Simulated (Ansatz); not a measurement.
# BiAu in the rocksalt structure

The computed numbers are results of r²SCAN, scalar-relativistic (no spin polarisation) in the plane-wave PAW code Ansatz at 500 eV, 10×10×10 k-mesh, Gaussian smearing of 0.05 eV. The datasets are Ansatz's generated set soft_2.

```
Au Bi
1.0
     0.00000    2.94076    2.94076
     2.94076    0.00000    2.94076
     2.94076    2.94076    0.00000
Au Bi
1 1
Direct
  0.50000 0.50000 0.50000
  0.00000 0.00000 0.00000
```

The cell came from substitution into a structure type; whether the compound takes it is for experiment to say.

The cell above was scaled in volume, its shape and atoms being fixed by the lattice's symmetry. Energies are counted from the cell above.

```tsv
V (Å³/atom)	ΔE (meV/atom)	P from the stress (GPa)
24.415	11.21	3.69
24.923	2.69	1.74
25.432	0.00	0.01
25.941	2.46	-1.51
26.449	9.46	-2.85
27.212	27.31	-4.58
```

Do the energies and the pressures agree? Compare −ΔE/ΔV between neighbouring points (1 meV/Å³ = 0.1602 GPa) with the mean of their pressures.

| interval (Å³/atom) | −ΔE/ΔV (GPa) | mean P (GPa) |
| --- | --- | --- |
| 24.41 to 24.92 | 2.7 | 2.7 |
| 24.92 to 25.43 | 0.8 | 0.9 |
| 25.43 to 25.94 | -0.8 | -0.7 |
| 25.94 to 26.45 | -2.2 | -2.2 |
| 26.45 to 27.21 | -3.7 | -3.7 |
They differ by 0.03 GPa at most.

What do the two routes give for V0, B0 and B0′?

A third-order Birch–Murnaghan fit of the energies: V0 = 25.43 Å³/atom, B0 = 81 GPa, B0′ = 5.3. A polynomial of P in ln V, with B = −dP/d ln V at P = 0: V0 = 25.44 Å³/atom, B0 = 81 GPa, B0′ = 5.2.

B0·V0 = 81.0 GPa × 25.43 Å³ = 12.85 eV/atom sets the scale: near the minimum ΔE ≈ ½ B0 V0 x², with x = V/V0 − 1, and a pressure of 0.8 GPa squeezes the volume by about 1 %. At the ends of the curve: x = −4.0 % predicts 10.3 meV/atom and the run gives 11.2; x = +7.0 % predicts 31.5 meV/atom and the run gives 27.3. The lopsidedness is anharmonic: atoms resist being pushed together more than being pulled apart.

No spin–orbit coupling, a notable omission for heavy elements. The run is a metal.
